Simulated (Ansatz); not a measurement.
An Ansatz (a first-principles code) run. Input:

Ansatz 0.2 input:
```yaml
crystal:
  lattice:
    - [5.7333732168, 0.0, 0.0]
    - [0.0, 5.7333732168, 0.0]
    - [0.0, 0.0, 5.7333732168]
  atoms:
    - { symbol: Cs, position: [0.5, 0.5, 0.5] }
    - { symbol: Pb, position: [0.0, 0.0, 0.0] }
    - { symbol: Cl, position: [0.0, 0.0, 0.5] }
    - { symbol: Cl, position: [0.5, 0.0, 0.0] }
    - { symbol: Cl, position: [0.0, 0.5, 0.0] }
kpoints:
  mp_grid: { grid: [5, 5, 5] }
hamiltonian:
  xc: pbe
  pseudopotentials: { kind: paw }
scf:
  occupations: { method: fixed }
phonons:
  method: dfpt
  response_accuracy: low
  eigenvectors: true
  rigid_motions: translations
  dielectric: true
  raman: true
```

Output (shortened):

```
Pseudopotential: Cs, paw, valence charge 9
Pseudopotential: Pb, paw, valence charge 14
Pseudopotential: Cl, paw, valence charge 7
Functional definition: PBE
Crystal: 5 atoms, lattice volume = 188.465 Å³
Basis set: ecut = 420 eV, 3743 PW (Γ), exchange–correlation on 80×80×80 points (8 copies of the dense FFT grid, shifted against one another)
Bands: 27, of which v1, the nominal top of the filled ones, is band 22 counted from 1 (21 counted from 0)
Symmetry: 48 space group operations
k-points: 39 of 125 (irreducible under 2 space group operations, time reversal used)
SCF iter   1: F=—  HF=-20823.347373 eV  |F-HF|=—  |Δ(HF+E_count)|=         —  Δρ=5.57e-4  dr2=2.71e-4  ethr=1.77e-3  ⟨swp⟩=5.1  Hψ=4370  notcnv=0  defer=89
preconditioner: auto → Resta (q_TF=auto, 2.141 Å⁻¹)
SCF iter   2: F=—  HF=-20823.346498 eV  |F-HF|=—  |Δ(HF+E_count)|=   8.76e-4  Δρ=2.22e-4  dr2=4.86e-5  ethr=6.16e-7  ⟨swp⟩=3.0  Hψ=2667  notcnv=0  defer=117
SCF iter   3: F=—  HF=-20823.346562 eV  |F-HF|=—  |Δ(HF+E_count)|=   6.40e-5  Δρ=1.04e-4  dr2=8.81e-6  ethr=1.11e-7  ⟨swp⟩=2.0  Hψ=1837  notcnv=0  defer=108
SCF iter   4: F=—  HF=-20823.346589 eV  |F-HF|=—  |Δ(HF+E_count)|=   2.76e-5  Δρ=2.58e-5  dr2=1.04e-6  ethr=2.00e-8  ⟨swp⟩=2.0  Hψ=1819  notcnv=0  defer=96
SCF iter   5: F=—  HF=-20823.346592 eV  |F-HF|=—  |Δ(HF+E_count)|=   2.80e-6  Δρ=7.55e-6  dr2=1.58e-7  ethr=2.37e-9  ⟨swp⟩=2.0  Hψ=1580  notcnv=0  defer=74
SCF iter   6: F=—  HF=-20823.346592 eV  |F-HF|=—  |Δ(HF+E_count)|=   1.20e-7  Δρ=1.51e-6  dr2=4.51e-9  ethr=3.59e-10  ⟨swp⟩=2.0  Hψ=1823  notcnv=0  defer=75
SCF iter   7: F=—  HF=-20823.346592 eV  |F-HF|=—  |Δ(HF+E_count)|=   6.72e-9  Δρ=4.86e-7  dr2=4.18e-10  ethr=1.03e-11  ⟨swp⟩=2.0  Hψ=1782  notcnv=0  defer=75
SCF iter   8: F=-20823.346592 eV  HF=-20823.346592 eV  |F-HF|=1.82e-11  |Δ(HF+E_count)|=  7.28e-11  Δρ=1.13e-7  dr2=2.28e-11  ethr=1.00e-12  ⟨swp⟩=14.0  Hψ=7777  notcnv=0
SCF 1 converged in 8 iterations: F = -20823.346592 eV  dr2 = 2.28e-11
NSCF: frozen V_eff on 7 k-points
DFPT response loops at Γ: preconditioner auto → Resta (q_TF=auto, 2.141 Å⁻¹)  ε∞=4.4 (no band partly filled) …
── the response to a field inside a basis, on 8×8×8 k-points: an SCF that follows is theirs, and a resumed run solves both again ──
Crystal: 5 atoms, lattice volume = 188.465 Å³
Bands: 23, of which v1, the nominal top of the filled ones, is band 22 counted from 1 (21 counted from 0)
k-points: 20
SCF iter   1: F=—  HF=-20823.328834 eV  |F-HF|=—  |Δ(HF+E_count)|=         —  Δρ=1.38e-4  dr2=1.98e-5  ethr=1.00e-1
preconditioner: auto → Resta (q_TF=auto, 2.141 Å⁻¹)
SCF iter   2: F=—  HF=-20823.328833 eV  |F-HF|=—  |Δ(HF+E_count)|=   1.43e-6  Δρ=6.08e-5  dr2=2.95e-6  ethr=4.50e-8
SCF iter   3: F=—  HF=-20823.328834 eV  |F-HF|=—  |Δ(HF+E_count)|=   7.90e-7  Δρ=1.38e-5  dr2=3.02e-7  ethr=6.71e-9
SCF iter   4: F=—  HF=-20823.328834 eV  |F-HF|=—  |Δ(HF+E_count)|=   4.63e-8  Δρ=1.96e-6  dr2=1.71e-8  ethr=6.86e-10
SCF iter   5: F=—  HF=-20823.328834 eV  |F-HF|=—  |Δ(HF+E_count)|=  2.44e-10  Δρ=4.83e-7  dr2=8.31e-10  ethr=3.89e-11
SCF iter   6: F=-20823.328834 eV  HF=-20823.328834 eV  |F-HF|=1.27e-10  |Δ(HF+E_count)|=  2.69e-10  Δρ=1.73e-7  dr2=9.23e-11  ethr=1.89e-12
SCF 1 converged in 6 iterations: F = -20823.328834 eV  dr2 = 9.23e-11
DFPT response loops at Γ: preconditioner auto → Resta (q_TF=auto, 2.141 Å⁻¹)  ε∞=5.0 (no band partly filled) …
DFPT response loops at Γ: mixed as the last ones told, above
WARN: field response: ε∞ stands inside a basis, on 8×8×8 points …
SCF converged after 8 iterations
Free energy (F): -20823.346592 eV
Harris-Foulkes:  -20823.346592 eV  (|F-HF|=1.82e-11)
Internal energy: -20823.346592 eV  (E = F + TS)
E sigma→0 (E₀):  -20823.346592 eV
Fermi energy:    2.625663 eV
--- Per-component energies (eV) ---
  E_band       = -259.078231
  E_kinetic    = 910.582816
  E_local      = -2747.609443  (includes V_loc(G=0)·N_el)
  E_nonlocal   = 465.524027
  E_hartree    = 1038.986276
  E_xc         = -717.264986
  E_vxc        = -625.475084  (∫ρ·V_xc dr)
  E_paw        = -17446.660204  (= ΣΔE_a)
  E_vpaw       = -340.073621  (= ΣTr[D̂ρ^β])
  E_aug_tail   = 0.000322  (compensation charges beyond the density's cutoff)
  E_ewald      = -2326.905400
  E_smearing   =  0.000000  (= −TS)
  E_closure    = 0.000000  (closes the sum)
  Σ components = -20823.346592   (vs F -20823.346592, Δ=0.00e0)
  [band-id]    e_kinetic+e_local+e_nonlocal+2·e_hartree+e_vxc+e_vpaw+e_augmentation_tail = -259.078432   (vs E_band -259.078231, Δ=-2.00e-4)
--- Band table (eV; the first three rows and the last of 39) ---
  k-point 0: bands = ["-17.9017", "-13.3864", "-13.3864", "-13.2262", "-13.2262", "-13.2262", "-11.4191", "-10.7372", "-10.7372", "-4.6901", "-4.6901", "-4.6901", "-3.3160", "-0.9027", "-0.9027", "-0.9027", "1.0002", "1.0002", "1.0002", "1.0773", "1.0773", …
  k-point 1: bands = ["-17.9012", "-13.3864", "-13.3622", "-13.2266", "-13.2266", "-13.2262", "-11.3784", "-10.8196", "-10.7367", "-4.6881", "-4.6852", "-4.6852", "-3.6628", "-0.8779", "-0.8779", "-0.2456", "0.9666", "0.9692", "0.9692", "1.0466", "1.0466", …
  k-point 2: bands = ["-17.9004", "-13.3863", "-13.3220", "-13.2271", "-13.2271", "-13.2262", "-11.2599", "-11.0068", "-10.7358", "-4.6848", "-4.6772", "-4.6772", "-4.0439", "-0.8359", "-0.8359", "0.4415", "0.9138", "0.9138", "0.9139", "1.0011", "1.0011", …
  k-point 38: bands = ["-17.8989", "-13.3289", "-13.2835", "-13.2280", "-13.2274", "-13.2274", "-11.1367", "-11.0346", "-10.9512", "-4.8791", "-4.7116", "-4.7080", "-4.6855", "-0.2049", "0.3657", "0.4883", "0.5952", "0.7063", "1.1057", "1.1359", "1.3210", …
--- Phonons (Γ-DFPT): 4 representative perturbations + reference, on 39 of 125 k-points (Σ response iterations 12) ---
  ASR residual: 1.011e-4 → 0.000e0 eV/Å²; symmetrization residual: 1.262e-4 eV/Å²
  ASR residual per site (eV/Å²): 7.11e-5 4.07e-5 1.01e-4 1.01e-4 1.01e-4
  Γ frequencies (cm⁻¹): -8.78 -8.78 -8.78 0.00 0.00 0.00 32.57 32.57 32.57 57.95 57.95 57.95 112.68 112.68 112.68
  ε∞ (high-frequency dielectric tensor):
        3.697893     0.000000     0.000000
        0.000000     3.697893     0.000000
        0.000000     0.000000     3.697893
  ε⁰ (static dielectric tensor): not given — an optical mode at Γ is not stable, and the ionic part, a sum over the modes at Γ, is formed only where all of …
  softest optical mode at Γ: -8.78 cm⁻¹; the repairs (sum rule, projections) moved no ω² at Γ by more than (3.91 cm⁻¹)²
  Born effective charges Z* (e; rows j = field, columns β = displacement):
    site 0:
         1.30685    0.00000    0.00000
         0.00000    1.30685    0.00000
         0.00000    0.00000    1.30685
    site 1:
         3.86896    0.00000    0.00000
         0.00000    3.86896    0.00000
         0.00000    0.00000    3.86896
    site 2:
        -0.74258    0.00000    0.00000
         0.00000   -0.74258    0.00000
         0.00000    0.00000   -3.69065
    site 3:
        -3.69065    0.00000    0.00000
         0.00000   -0.74258    0.00000
         0.00000    0.00000   -0.74258
    site 4:
        -0.74258    0.00000    0.00000
         0.00000   -3.69065    0.00000
         0.00000    0.00000   -0.74258
  Z* charge neutrality: 2.369e-4 e pre-enforcement
  solved inside a basis spanned on kpoints, on 8×8×8 k-points transformed towards the longest dipole: ε∞ is read to err by 1.6e-2, Z* by 4.6e-2 e (field_mesh …
  Raman tensors (in the event stream and the table raman_tensors.tsv) …
  optical modes at Γ without the LO–TO term, one row a degenerate level:
      ω (cm⁻¹)  modes    IR ((D/Å)²/amu)  static Raman (Å⁴/amu)  depolarisation
         -8.78      3             2.4298                 0.0000               —
         32.57      3             0.0000                 0.0000               —
         57.95      3             3.4418                 0.0000               —
        112.68      3            28.7645                 0.0000               —
  optical modes at Γ + LO–TO along q̂ = [1.0000, 0.0000, 0.0000]:
      ω (cm⁻¹)  modes    IR ((D/Å)²/amu)  static Raman (Å⁴/amu)  depolarisation
         -8.78      2             1.6199                 0.0000               —
         21.46      1             0.0356                 0.0000               —
         32.57      3             0.0000                 0.0000               —
         57.95      2             2.2945                 0.0000               —
         65.25      1             0.0669                 0.0000               —
        112.68      2            19.1764                 0.0000               —
        215.86      1            11.4429                 0.0000               —
  optical modes at Γ + LO–TO along q̂ = [0.0000, 1.0000, 0.0000]:
      ω (cm⁻¹)  modes    IR ((D/Å)²/amu)  static Raman (Å⁴/amu)  depolarisation
         -8.78      2             1.6199                 0.0000               —
         21.46      1             0.0356                 0.0000               —
         32.57      3             0.0000                 0.0000               —
         57.95      2             2.2945                 0.0000               —
         65.25      1             0.0669                 0.0000               —
        112.68      2            19.1764                 0.0000               —
        215.86      1            11.4429                 0.0000               —
  optical modes at Γ + LO–TO along q̂ = [0.0000, 0.0000, 1.0000]:
      ω (cm⁻¹)  modes    IR ((D/Å)²/amu)  static Raman (Å⁴/amu)  depolarisation
         -8.78      2             1.6199                 0.0000               —
         21.46      1             0.0356                 0.0000               —
         32.57      3             0.0000                 0.0000               —
         57.95      2             2.2945                 0.0000               —
         65.25      1             0.0669                 0.0000               —
        112.68      2            19.1764                 0.0000               —
        215.86      1            11.4429                 0.0000               —
```

Cost: very roughly 5 core-minutes on shared cores.

Space group Pm-3m (cubic perovskite). This is a known high-temperature phase of the composition, computed here at zero pressure and temperature. The PBE relaxation kept the symmetry of its start; phonons on a q-mesh show weakly imaginary modes. Spin–orbit coupling is left out wherever it is not named.

Potentials: the later of the program's two PAW sets.

Ansatz is a plane-wave DFT program.
